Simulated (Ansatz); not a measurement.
Relaxed structures of GaP for which phonons were computed (DFPT at Γ and, for small cells, zone-boundary points). Calculation: PBE (plane waves to 420 eV, PAW, scalar-relativistic; Ansatz, a program for electronic structure).

```
structure                                                   E − E(F-43m, cF8, zinc blende type) (eV/atom)  V (Å³/atom)
----------------------------------------------------------  ---------------------------------------------  -----------
F-43m, cF8, zinc blende type                                                                        0.000        20.87
P4₂/mmc, tP4                                                                                         0.63        21.43
P6₂22, hP6                                                                                          0.229        18.84
P4/nmm, tP4                                                                                          0.61        18.46
P-6m2, hP2, AFLOW prototype AB_hP2_187_d_a (B_h, as in WC)                                           0.54        17.83
Fm-3m, cF8, rock salt type                                                                           0.41        17.17
```

Problem. Which of them are dynamically unstable at the sampled points?

Solution. 
- F-43m, cF8, zinc blende type: nothing beyond 15i cm⁻¹
- P4₂/mmc, tP4: unstable, lowest mode about 150i cm⁻¹
- P6₂22, hP6: nothing beyond 15i cm⁻¹
- P4/nmm, tP4: unstable, lowest mode about 295i cm⁻¹
- P-6m2, hP2, AFLOW prototype AB_hP2_187_d_a (B_h, as in WC): unstable, lowest mode about 115i cm⁻¹
- Fm-3m, cF8, rock salt type: nothing beyond 15i cm⁻¹

Probably no minimum, since a slightly shaken restart fell lower: P4/nmm, tP4 (by 0.13 eV/atom, to P-1). 1 run with a doubtful electronic state, a coarser numerical grid, an end not at rest or a source that can't be used is left out. 3 generated cells of layers, chains or molecules, poorly bound without dispersion, are left out. Each run could gain symmetry but not lose that of its start, so entries can be saddle points. From databases, or of a type measured for this composition: F-43m, cF8, zinc blende type; the others are generated cells (placed on structure types, drawn at random, substituted or restacked) that were not matched to a known phase here. Static energies at zero pressure. Each cell has its own k-point mesh; energy differences are given only to the digits this allows. No spin polarisation in the result.
